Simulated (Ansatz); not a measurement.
## MnBr2 (P-3m1): majority and minority states

The geometry is a structure as deposited in COD (the entry's cell lengths or inner coordinates differ somewhat from later room-temperature determinations), held fixed and not relaxed.

Settings: PBEsol, 8×8×4 k mesh, Fermi–Dirac smearing of 0.03 eV. LAPW is all-electron LAPW in Ansatz 0.2.0. Site moments are integrated in spheres about the atoms.

The run was typed so:

```yaml
crystal:
  lattice:
    - [3.82, 0.0, 0.0]
    - [-1.91, 3.3082170425, 0.0]
    - [0.0, 0.0, 6.19]
  atoms:
    - { symbol: Mn, position: [0.0, 0.0, 0.0], spin: 4.4 }
    - { symbol: Br, position: [0.3333333333, 0.6666666667, 0.25] }
    - { symbol: Br, position: [0.6666666667, 0.3333333333, 0.75] }
magnetization:
  spin_polarized: true
kpoints:
  mp_grid: { grid: [8, 8, 4] }
scf:
  occupations: { method: fermi_dirac, width: 0.03 }
  lower_state_search: "off"
hamiltonian:
  xc: pbesol
  pseudopotentials: { kind: all_electron, lapw: { basis_error: 0.001 } }
output:
  forces: true
  stress: true
  eigenvalues: false
  populations: true
  dos: { projected: true, de: 0.1, e_range: [-8, 5] }
```

Command: `ansatz run input.yaml --threads 2 --pin off --max-ram 6144MiB --backend cpu --events-out ev --progress --plain --runs-dir out`

Q: Give the density of states by spin, smoothed by a Gaussian of 0.15 eV.

A: 
| E − E_F (eV) | majority (states/eV/cell) | minority (states/eV/cell) |
| --- | --- | --- |
| -7.00 | 0.00 | 0.00 |
| -6.75 | 0.00 | 0.00 |
| -6.50 | 0.00 | 0.00 |
| -6.25 | 0.00 | 0.00 |
| -6.00 | 0.15 | 0.00 |
| -5.75 | 0.92 | 0.00 |
| -5.50 | 1.75 | 0.15 |
| -5.25 | 1.61 | 0.97 |
| -5.00 | 1.74 | 1.95 |
| -4.75 | 1.49 | 1.86 |
| -4.50 | 2.12 | 1.41 |
| -4.25 | 3.93 | 0.91 |
| -4.00 | 2.61 | 1.03 |
| -3.75 | 1.95 | 1.59 |
| -3.50 | 2.19 | 2.21 |
| -3.25 | 1.99 | 3.07 |
| -3.00 | 2.54 | 3.62 |
| -2.75 | 3.86 | 2.67 |
| -2.50 | 3.65 | 1.45 |
| -2.25 | 2.63 | 0.82 |
| -2.00 | 0.82 | 0.27 |
| -1.75 | 0.09 | 0.03 |
| -1.50 | 0.64 | 0.00 |
| -1.25 | 2.17 | 0.00 |
| -1.00 | 3.35 | 0.00 |
| -0.75 | 1.67 | 0.00 |
| -0.50 | 0.12 | 0.00 |
| -0.25 | 0.00 | 0.00 |
| 0.00 | 0.00 | 0.00 |
| 0.25 | 0.00 | 0.00 |
| 0.50 | 0.00 | 0.08 |
| 0.75 | 0.00 | 0.89 |
| 1.00 | 0.00 | 2.28 |
| 1.25 | 0.00 | 2.97 |
| 1.50 | 0.00 | 4.20 |
| 1.75 | 0.00 | 2.60 |
| 2.00 | 0.00 | 3.83 |
| 2.25 | 0.01 | 2.73 |
| 2.50 | 0.02 | 0.40 |
| 2.75 | 0.05 | 0.01 |
| 3.00 | 0.17 | 0.01 |
| 3.25 | 0.54 | 0.02 |
| 3.50 | 1.14 | 0.05 |
| 3.75 | 1.39 | 0.07 |
| 4.00 | 0.66 | 0.16 |
| 4.25 | 0.20 | 0.46 |
| 4.50 | 0.45 | 0.95 |
Site moments (μB): Mn1 4.55, Br2 0.12, Br3 0.12. Cell moment 5.00 μB.

Löwdin populations of d and f shells (filled inner shells left out):

```
 shell    up  down
Mn1 3d  4.98  0.39
```

The Ansatz runs typed with the search for lower states off end where their start leads. None of this fixes the real material's magnetic order: only patterns that fit the cell were computed, at zero temperature, with a functional that can overstate moments.
